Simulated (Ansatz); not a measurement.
Pd, DFT, PBEsol, PAW with Ansatz's default frozen-core files, scalar-relativistic (Ansatz 0.2.0), run on 1 thread of Intel(R) Xeon(R) Platinum 8488C (Sapphire Rapids) on a shared host.

The cell is COD entry 9008478, as deposited and not checked against the literature; nothing was relaxed.

Command: `ansatz run input.yaml --threads 1 --pin off --max-ram 3072MiB --backend cpu --events-out ev --progress --plain --runs-dir out`

```yaml
crystal:
  lattice:
    - [0.0, 1.9449, 1.9449]
    - [1.9449, 0.0, 1.9449]
    - [1.9449, 1.9449, 0.0]
  atoms:
    - { symbol: Pd, position: [0.0, 0.0, 0.0] }
kpoints:
  mp_grid: { grid: [18, 18, 18] }
  band_path:
    path:
      - [0.0, 0.0, 0.0]
      - [0.5, 0.0, 0.5]
      - [0.625, 0.25, 0.625]
      - [0.375, 0.375, 0.75]
      - [0.0, 0.0, 0.0]
      - [0.5, 0.5, 0.5]
      - [0.5, 0.25, 0.75]
      - [0.5, 0.0, 0.5]
    npoints: 14
scf:
  occupations: { method: fermi_dirac, width: 0.05 }
hamiltonian:
  xc: pbesol
  pseudopotentials: { kind: paw }
output:
  forces: true
  stress: true
  eigenvalues: true
  efg: { contact_densities: true }
  populations: true
  bader: true
  dos: { projected: true, de: 0.2, e_range: [-14, 8] }
  write_density: true
  write_potential: true
  elf: true
  volumetric_format: npy
```

**Question.** How large is the problem that the program sets up?

**Answer.** 195 irreducible k-points, 283 plane waves at Γ, 13 bands.

**Question.** About how long does it take, and how much memory does it use?

**Answer.** 5.2 s of wall time for 6 SCF iterations, with a peak of 0.4 GiB. Times on shared machines scatter by tens of per cent.

**Question.** And the same cell and mesh by all-electron LAPW, asked for forces, stress, eigenvalues, populations, dos and the same band path, on the same hardware?

**Answer.** 17 s, peak memory 0.47 GiB.

**Question.** And the same cell and mesh by crystal-made all-electron datasets, asked for forces, stress, eigenvalues, efg and the same band path, on the same hardware?

**Answer.** 8.9 s, peak memory 0.45 GiB.
